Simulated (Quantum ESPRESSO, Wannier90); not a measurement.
Wannier functions of In₂SbAs (R3m)

```yaml
crystal:
  lattice:
    - [-2.26984, 3.93147, 0.00000]
    - [-4.53967, 0.00000, 0.00000]
    - [-2.26984, 1.31049, 7.40137]
  atoms:
    - { symbol: In, position: [0.99508, 0.99508, 0.01475] }
    - { symbol: In, position: [0.50486, 0.50486, 0.48542] }
    - { symbol: Sb, position: [0.37531, 0.37531, 0.87407] }
    - { symbol: As, position: [0.87473, 0.87473, 0.37580] }
```

Cell from Materials Project (mp-1223844), symmetrised, no further relaxation. Not found in the COD (Crystallography Open Database) copy used; not checked further. Level: PBEsol, no spin polarisation, no spin-orbit coupling; pw.x of Quantum ESPRESSO at 68 Ry with PseudoDojo potentials, 6×6×6 k-points, Wannier90. Density: 8×8×8 mesh, cold smearing 0.01 Ry. Spin-orbit coupling is left out although heavy elements are present.

Base run: 16 functions from bands 21-46 of the 46 computed, start hydrogen-like In: s;p; Sb: s;p; As: s;p, centres 0.05 Å off the atoms, frozen window up to 1.50 eV relative to the Fermi level, outer window open. One thing is changed at a time; window edges are relative to the Fermi level. The misfit compares interpolated bands with pw.x on a high-symmetry path, for states up to 1.0 eV relative to the Fermi level. Converged means that the tolerances were met: symmetric starts can stop on a saddle, which shows as a larger Ω_OD at equal Ω_I and can move the misfit too.

| setting | functions | frozen to (eV) | Ω_I (Å²) | Ω_D (Å²) | Ω_OD (Å²) | rms misfit (meV) | worst (meV) | ended |
|---|---|---|---|---|---|---|---|---|
| base | 16 | 1.50 | 28.91 | 0.04 | 4.12 | 5.3 | 73 | converged |
| frozen window to 2.50 eV | 16 | 2.50 | 31.36 | 0.07 | 4.22 | 3.5 | 16 | converged |
| frozen window to 0.50 eV | 16 | 0.50 | 28.17 | 0.03 | 4.11 | 21 | 166 | converged |
| frozen window to -1.50 eV | 16 | -1.50 | 27.87 | 0.03 | 3.97 | 58 | 249 | converged |
| no frozen window | 16 | none | 27.44 | 0.02 | 4.01 | 96 | 400 | converged |
| outer window to 6.97 eV | 16 | 1.50 | – | – | – | – | – | stops: too few bands in the window |
| outer window to 12.97 eV | 16 | 1.50 | 29.09 | 0.05 | 4.14 | 5.2 | 73 | converged |
